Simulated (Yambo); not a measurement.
How GW settings move the gap: CsH

G0W0@LDA for CsH (rock salt, space group Fm-3m, No. 225) in Yambo. Reference settings: 4×4×4 Γ-centred k mesh, 141 bands and a 10 Ry block in the screening, 141 bands in G with the Bruneval-Gonze terminator, plasmon pole fitted at 27.2 eV. The LDA gap L → L on this mesh is 1.96 eV; G0W0 gaps are taken between the same points.

| change from the reference | G0W0 gap L → L (eV) | shift of the valence edge (eV) | rough Yambo cost |
|---|---|---|---|
| reference settings | 4.23 | -1.58 | 1 |
| 86 bands in W, 86 bands in G | 4.19 | -1.50 | within a factor of two |
| 43 bands in G | 4.21 | -1.53 | – |
| 86 bands in G | 4.23 | -1.57 | – |
| 59 bands in W | 4.16 | -1.44 | within a factor of two |
| 4 Ry block | 4.02 | -1.36 | about 1/2 |
| 8 Ry block | 4.20 | -1.54 | within a factor of two |
| pole fitted at 10 eV | 4.14 | -1.41 | – |
| 43 bands in G, no terminator | 4.10 | -1.25 | – |
| 86 bands in G, no terminator | 4.19 | -1.47 | – |
| no terminator | 4.22 | -1.54 | – |

The reference isn't shown to be the converged limit. Costs are rough (shared machines), scaled to the same edge states, and given only for runs that recompute the screening.

Geometry of the Materials Project entry, not relaxed at this level; primitive cell a = b = c = 4.5131 Å, α = β = γ = 60.00°.

A shift is the quasiparticle energy of the state minus its LDA energy.
